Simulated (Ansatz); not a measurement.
A relaxed structure of ZnInGaO₄ is spoiled in several ways and relaxed again each time (noise and exchanges are one random draw each; squeezed and stretched starts keep its symmetry, which their runs cannot lower; pressure is positive under compression). Level of theory: r2SCAN (plane waves to 500 eV, PAW, scalar-relativistic; Ansatz, a quantum-chemistry and plane-wave program).

```cif
data_Ga3In3O12Zn3
_chemical_formula_sum 'In3 Ga3 Zn3 O12'
_space_group_name_H-M_alt 'R3m :H'
_space_group_IT_number 160
_space_group_name_Hall 'R 3 -2"'
_cell_length_a 3.31107
_cell_length_b 3.31107
_cell_length_c 25.76166
_cell_angle_alpha 90.000
_cell_angle_beta 90.000
_cell_angle_gamma 120.000
loop_
_atom_site_label
_atom_site_type_symbol
_atom_site_symmetry_multiplicity
_atom_site_Wyckoff_symbol
_atom_site_fract_x
_atom_site_fract_y
_atom_site_fract_z
_atom_site_occupancy
In1 In 3 a 0.00000 0.00000 0.00307 1
Ga1 Ga 3 a 0.00000 0.00000 0.78710 1
Zn1 Zn 3 a 0.00000 0.00000 0.21873 1
O1 O 3 a 0.00000 0.00000 0.86348 1
O2 O 3 a 0.00000 0.00000 0.12104 1
O3 O 3 a 0.00000 0.00000 0.71138 1
O4 O 3 a 0.00000 0.00000 0.29519 1
```
(The calculation used a cell of 7 atoms; values per cell refer to that cell.)

```csv
change,first pressure (GPa),largest first force (eV/Å),released (eV/atom),moves,outcome,final group,E − E(parent) (eV/atom)
squeezed uniformly to 70 % of its volume,?,2.04,?,9,?,?,?
with every coordinate shifted by Gaussian noise of σ = 0.2 Å,40.9,19.64,1.10,7,returns to the parent,R3m,0.000
with one Zn and one Ga atom exchanged in a cell of 7 atoms,3.1,3.60,0.26,9,returns to the parent,R3m,0.000
shaken by Gaussian noise of σ = 0.08 Å a coordinate,2.5,2.25,0.065,6,returns to the parent,R3m,0.000
```

Q: What belongs in the gaps?

A: 
- squeezed uniformly to 70 % of its volume, first pressure (GPa): 143.1
- squeezed uniformly to 70 % of its volume, released (eV/atom): 1.13
- squeezed uniformly to 70 % of its volume, outcome: returns to the parent
- squeezed uniformly to 70 % of its volume, final group: R3m
- squeezed uniformly to 70 % of its volume, E − E(parent) (eV/atom): 0.000

First-step values come from each run's starting, coarser k-mesh (9×9×9, 8×8×8). Each cell has its own k-point mesh; energy differences are given only to the digits this allows. No spin polarisation in the result.
